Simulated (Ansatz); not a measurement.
This cell of KTaO$_{3}$ (cubic perovskite) is off equilibrium:

```xyz
5
Lattice="4.1290 0.0000 0.0000 0.0000 4.1290 0.0000 0.0000 0.0000 4.1290" Properties=species:S:1:pos:R:3 pbc="T T T"
K      0.0000     0.0000     0.0000
Ta     2.0645     2.0645     2.0645
O      0.0000     2.0645     2.0645
O      2.0645     2.0645     0.0000
O      2.0645     0.0000     2.0645
```

Level of theory: PBE (plane waves to 420 eV, PAW, scalar-relativistic; Ansatz, an electronic-structure program). k mesh 8×8×8 (Γ-centred), Fermi-Dirac smearing 0.05 eV. Energies are smeared free energies. Stress and pressure are positive under compression. KTaO3 is run without spin polarisation. KTaO3 was relaxed with its symmetry unable to fall. Spin-orbit coupling is left out, though Ta is heavy.

Problem. What is the stress tensor (GPa)?

Solution. 
```
  -12.2      0.0      0.0
    0.0    -12.2      0.0
    0.0      0.0    -12.2
```
The pressure, a third of the trace, is -12.2 GPa.

Problem. It is the relaxed cell scaled evenly to V/V₀ = 1.080, atoms relaxed where free. What is its energy relative to the relaxed cell?

Solution. 42.6 meV/atom.

(Under strain, the slope of the energy per volume gives the stress and its curvature an elastic modulus.)
